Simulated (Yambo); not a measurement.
A free-standing PtS2 monolayer (symmetry P-3m1, slab cell 15.5 Å high), G0W0@PBEsol in Yambo with this input:

```
rim_cut
gw0
dyson
el_el_corr
HF_and_locXC
ppa
em1d
rim_w
RandQpts= 1000000
RandGvec= 2 Ry
CUTGeo= "slab z"
EXXRLvcs= 84 Ry
VXCRLvcs= 336 Ry
Chimod= "HARTREE"
% BndsRnXp
 5 | 155 |
%
NGsBlkXp= 8 Ry
% LongDrXp
 1.0 | 1.0 | 0.0 |
%
RandGvecW= 1000 mRy
PPAPntXp= 27.2114 eV
% GbndRnge
 1 | 155 |
%
GTermKind= "BG"
DysSolver= "n"
ExtendOut
```

On a 6×6×1 mesh, with wavefunctions cut at 84 Ry, the gap ((0.167, 0.167) → (0, 0.167)) is 3.313 eV and the valence edge shifts by -0.614 eV.

### Question
What happens with this change: 3 Ry block?

### Answer
The gap falls by 0.128 eV, to 3.185 eV; the shift of the valence edge becomes -0.350 eV. Neither run is shown to be the converged limit. In the run with 155 bands and a 8 Ry block, which covers more k points, the smallest G0W0 gap is 3.25 eV, (0, 0.167) → (0, 0.167). The mesh misses a band edge: along a dense path the PBEsol gap is 1.78 eV against 2.06 eV on the mesh.

Spin-orbit coupling is not included.

Geometry relaxed with PBEsol; primitive cell a = 3.534 Å, b = 3.534 Å, c = 15.500 Å, α = 90.00°, β = 90.00°, γ = 120.00°.

A shift is the quasiparticle energy of the state minus its PBEsol energy.
